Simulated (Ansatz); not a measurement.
A geometry of TiC away from equilibrium: step 2 of the relaxation of a relaxed TiC cell displaced along its unstable phonon at q = (½, ½, 0) of its primitive reciprocal cell (156i cm⁻¹), largest move 0.15 Å. Method: PBE (plane waves to 420 eV, PAW, scalar-relativistic; Ansatz, an electronic-structure program). Γ-centred k-mesh 8×8×12 on the run's cell (coarser than for final values), Fermi–Dirac smearing 0.05 eV.

```yaml
crystal:
  lattice:
    - [8.00334, -0.00563, 0.00000]
    - [3.99885, 3.99885, 0.00000]
    - [0.00000, 0.00000, 2.73867]
  atoms:
    - { symbol: Ti, position: [0.00000, 0.00000, 0.09110] }
    - { symbol: Ti, position: [0.50000, 0.00000, 0.90890] }
    - { symbol: Ti, position: [0.00000, 0.50000, 0.08765] }
    - { symbol: Ti, position: [0.50000, 0.50000, 0.91235] }
    - { symbol: C, position: [0.77700, 0.47246, 0.74098] }
    - { symbol: C, position: [0.22300, 0.52754, 0.74098] }
    - { symbol: C, position: [0.27700, 0.97353, 0.25902] }
    - { symbol: C, position: [0.72300, 0.02647, 0.25902] }
```

Question: Give the Cartesian forces on all atoms (eV/Å).

Answer: 
```tsv
atom	Fx	Fy	Fz
Ti1	0.00	0.00	0.73
Ti2	0.00	0.00	-0.73
Ti3	0.00	0.00	0.70
Ti4	0.00	0.00	-0.70
C5	0.31	-0.32	0.19
C6	-0.31	0.32	0.19
C7	0.32	-0.31	-0.19
C8	-0.32	0.31	-0.19
```

Question: What is the pressure?

Answer: -0.7 GPa, compression positive.

Question: How much energy per atom can still be gained by relaxing?

Answer: 0.38 eV/atom; the path ends in P6₃/mmc (No. 194) (NiAs type).

No spin polarisation in the result.

The run could not lose the symmetry of its start: the end is stationary, and may be a saddle point rather than a minimum.

The end of the path is a generated cell of TiC: the first start was made by placing the elements on the sites of a structure type, and the end was not matched to a known phase here, so it may be hypothetical. Known forms of TiC include space group No. 225.
